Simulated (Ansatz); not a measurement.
A 12-atom cell of TiSi₃O₈ built on the rutile structure (relaxed group Cmmm) at its r2SCAN geometry, run in Ansatz 0.2.0 at 2 levels of theory. These are computed values for a spin-unpolarised cell that may be hypothetical; none is a measurement.

The r2SCAN input:
```yaml
crystal:
  lattice:
    - [3.0057199854, -3.0576756761, 0.0]
    - [3.0057199854, 3.0576756761, 0.0]
    - [0.0, 0.0, 5.5039104865]
  atoms:
    - { symbol: Si, position: [0.5, 0.5, 0.2559215287] }
    - { symbol: Ti, position: [0.0, 0.0, 0.0] }
    - { symbol: O, position: [0.2009395755, 0.2009395755, 0.2679688979] }
    - { symbol: O, position: [0.7990604245, 0.7990604245, 0.2679688979] }
    - { symbol: O, position: [0.6815447404, 0.3184552596, 0.0] }
    - { symbol: O, position: [0.3184552596, 0.6815447404, 0.0] }
    - { symbol: Si, position: [0.5, 0.5, 0.7440784713] }
    - { symbol: Si, position: [0.0, 0.0, 0.5] }
    - { symbol: O, position: [0.2009395755, 0.2009395755, 0.7320311021] }
    - { symbol: O, position: [0.7990604245, 0.7990604245, 0.7320311021] }
    - { symbol: O, position: [0.6945064631, 0.3054935369, 0.5] }
    - { symbol: O, position: [0.3054935369, 0.6945064631, 0.5] }
kpoints:
  mp_grid: { grid: [6, 6, 6] }
  band_path:
    path:
      - [0.0, 0.0, 0.0]
      - [-0.5, 0.5, 0.0]
      - [-0.4915762358, 0.5084237642, 0.0]
      - [0.4915762358, 0.4915762358, 0.0]
      - [0.0, 0.0, 0.5]
      - [0.4915762358, 0.4915762358, 0.5]
      - [-0.4915762358, 0.5084237642, 0.5]
      - [-0.5, 0.5, 0.5]
      - [0.0, 0.5, 0.0]
    npoints: 1
hamiltonian:
  xc: r2scan
scf:
  occupations: { method: fixed }
  n_extra_bands: 7
output:
  forces: true
  stress: true
  eigenvalues: true
  write_density: true
  write_potential: true
  elf: true
  volumetric_format: npy
```

Main results, then, where recorded, the levels near the gap in eV from the Fermi energy (columns number the bands from 0), one row a point of the path (Γ, Y, C₀, Σ₀, Z, A₀, E₀, T, S):
```
Crystal: 12 atoms, lattice volume = 101.168 Å³
Symmetry: 8 space group operations
Space group: Cmmm (ITA 65)
```
```
Basis set: ecut = 500 eV, 2553 PW (Γ)
k-points: 52 of 216
SCF 1 converged in 8 iterations: F = -8984.447256 eV  dr2 = 6.59e-8
Free energy (F): -8984.447256 eV
Fermi energy:    9.834797 eV
--- Forces (eV/Å), atoms counted from 1 ---
  atom   1  Si      0.00000      0.00000    -0.00029
  atom   2  Ti      0.00000      0.00000      0.00000
  atom   3  O     -0.00003      0.00000      0.00008
  atom   4  O       0.00003      0.00000      0.00008
  atom   5  O       0.00000    -0.00006      0.00000
  atom   6  O       0.00000      0.00006      0.00000
  atom   7  Si      0.00000      0.00000      0.00029
  atom   8  Si      0.00000      0.00000      0.00000
  atom   9  O     -0.00003      0.00000    -0.00008
  atom  10  O       0.00003      0.00000    -0.00008
  atom  11  O       0.00000    -0.00014      0.00000
  atom  12  O       0.00000      0.00014      0.00000
--- Stress (GPa, compression-positive) ---
        0.001363       0.000000       0.000000
        0.000000      -0.000973       0.000000
        0.000000       0.000000      -0.002054
  P = ⅓ Tr σ = -0.0006 GPa (-0.006 kbar)
```
```tsv
band_31	band_32	band_33	band_34	band_35	band_36	band_37	band_38
-2.181	-1.621	-0.768	-0.696	0.000	2.229	3.353	3.401
-1.890	-1.825	-1.680	-1.371	-1.033	2.263	3.047	3.188
-1.894	-1.824	-1.677	-1.372	-1.035	2.263	3.047	3.188
-1.894	-1.824	-1.677	-1.372	-1.035	2.263	3.047	3.188
-1.580	-1.346	-1.182	-1.013	-0.483	2.620	3.264	3.359
-1.885	-1.879	-1.565	-1.498	-1.397	2.786	2.851	3.309
-1.885	-1.879	-1.565	-1.498	-1.397	2.786	2.851	3.309
-1.880	-1.878	-1.570	-1.497	-1.399	2.786	2.851	3.309
-2.126	-1.722	-1.581	-1.117	-0.881	2.436	2.995	3.023
```

The r2SCAN gap is direct at Γ: 2.23 eV. The lowest empty level at Y lies only 34 meV higher, so the place of the conduction bottom isn't settled.

Task: In the first input these blocks are replaced (the band path and keys that only write files left aside):
```yaml
kpoints:
  mp_grid: { grid: [4, 4, 4] }
hamiltonian:
  xc: hse06
```
What comes out?

Result:
```
Basis set: ecut = 420 eV, 1979 PW (Γ)
k-points: 21 of 64
SCF 1 stopped early in 5 iterations: F = -8958.362159 eV  dr2 = 4.07e-5
Exchange kernel: α = 0.2500, screened, ω = 0.2079 Å⁻¹, Wigner–Seitz truncation, v(0) = 1042.0965 eV·Å³, q-mesh 4×4×4
SCF 2 stopped early in 7 iterations: F = -8958.832401 eV  dr2 = 1.25e-5
hybrid outer 1: dexx = +4.241e-2 eV, tail = 1.12e-4 eV
SCF 3 converged in 6 iterations: F = -8958.831519 eV  dr2 = 9.25e-10
hybrid outer 2: dexx = +1.745e-6 eV, tail = 3.08e-8 eV, Δε = 4.46e-3 eV, ΔF = 1.78e-2 eV/Å
SCF 4 converged in 2 iterations: F = -8958.831519 eV  dr2 = 1.02e-9
hybrid outer 3: dexx = +9.875e-10 eV, tail = 2.32e-9 eV, Δε = 1.02e-4 eV, ΔF = 2.47e-4 eV/Å
Free energy (F): -8958.831519 eV
Fermi energy:    8.968662 eV
--- Forces (eV/Å), atoms counted from 1 ---
  atom   1  Si      0.00000      0.00000      0.09327
  atom   2  Ti      0.00000      0.00000      0.00000
  atom   3  O     -0.15613      0.00000    -0.11490
  atom   4  O       0.15613      0.00000    -0.11490
  atom   5  O       0.00000    -0.03906      0.00000
  atom   6  O       0.00000      0.03906      0.00000
  atom   7  Si      0.00000      0.00000    -0.09327
  atom   8  Si      0.00000      0.00000      0.00000
  atom   9  O     -0.15613      0.00000      0.11490
  atom  10  O       0.15613      0.00000      0.11490
  atom  11  O       0.00000      0.07591      0.00000
  atom  12  O       0.00000    -0.07591      0.00000
--- Stress (GPa, compression-positive) ---
       -1.943155       0.000000       0.000000
        0.000000      -1.940525       0.000000
        0.000000       0.000000      -2.854920
  P = ⅓ Tr σ = -2.2462 GPa (-22.462 kbar)
```
```tsv
band_31	band_32	band_33	band_34	band_35	band_36	band_37	band_38
-2.294	-1.587	-0.702	-0.680	0.000	3.614	4.745	4.799
-1.903	-1.863	-1.709	-1.451	-1.062	3.669	4.409	4.555
-1.908	-1.862	-1.705	-1.452	-1.063	3.670	4.409	4.555
-1.908	-1.862	-1.705	-1.452	-1.063	3.670	4.409	4.555
-1.605	-1.391	-1.165	-1.044	-0.506	4.072	4.658	4.741
-1.971	-1.859	-1.658	-1.498	-1.368	4.206	4.257	4.684
-1.971	-1.859	-1.658	-1.498	-1.368	4.206	4.257	4.684
-1.973	-1.847	-1.668	-1.498	-1.370	4.205	4.258	4.684
-2.176	-1.741	-1.648	-1.142	-0.898	3.856	4.343	4.379
```
HSE06 gives a direct gap of 3.61 eV at Γ. The mean pressure at these positions is -2.2 GPa, compression counted positive. The stress of a hybrid is loosely converged here.

The hybrids run on coarser meshes, which limits their stresses and small splittings of levels.

Totals of different functionals can't be compared.
